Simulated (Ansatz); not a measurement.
## Property card for Be

Be:
```xyz
1
Lattice="-1.2307 1.2307 1.2307 1.2307 -1.2307 1.2307 1.2307 1.2307 -1.2307" Properties=species:S:1:pos:R:3 pbc="T T T"
Be     0.0000     0.0000     0.0000
```

Space group Im-3m (No. 229), bcc (W type); conventional cell a = 2.4614 Å, b = 2.4614 Å, c = 2.4614 Å, α = 90.00°, β = 90.00°, γ = 90.00°.

Method: plane-wave PAW LDA (Ansatz code). The cell and atoms are relaxed at this level. Other levels are named where they apply.

### Cell and energy

```json
{
  "volume_per_atom": "7.46 Å³",
  "density": "2.01 g/cm³"
}
```

### Electronic structure

```json
{
 "electronic_character": "metallic (no gap)",
 "Density of states at the Fermi level": "0.11 states/eV per atom (mean over ±0.08 eV)"
}
```

### Mechanics

```json
{
 "Bulk modulus (Birch–Murnaghan fit)": "133 GPa",
 "Pressure derivative B′": "3.3",
 "Elastic constants (relaxed ions, GPa)": "C11 = 187, C12 = 106, C44 = 227",
 "mechanical_stability": "stable (all eigenvalues of C positive)",
 "hill_bulk_and_shear_moduli": "133 and 116 GPa",
 "Young's modulus": "270 GPa",
 "Poisson's ratio": "0.16",
 "debye_temperature_from_the_elastic_constants": "1280 K"
}
```

The workflow started from a Materials Project entry (that database holds measured and hypothetical structures alike); the Crystallography Open Database copy checked does not list it. It is not the phase usual at ambient conditions (space group No. 194). The LDA relaxation kept the symmetry of its start; its stability against distortions is not shown here. As this level gives no gap, shear constants depend on the k-mesh and smearing (Fermi–Dirac, 0.1 eV here).

Potentials: the later of the program's two PAW sets.
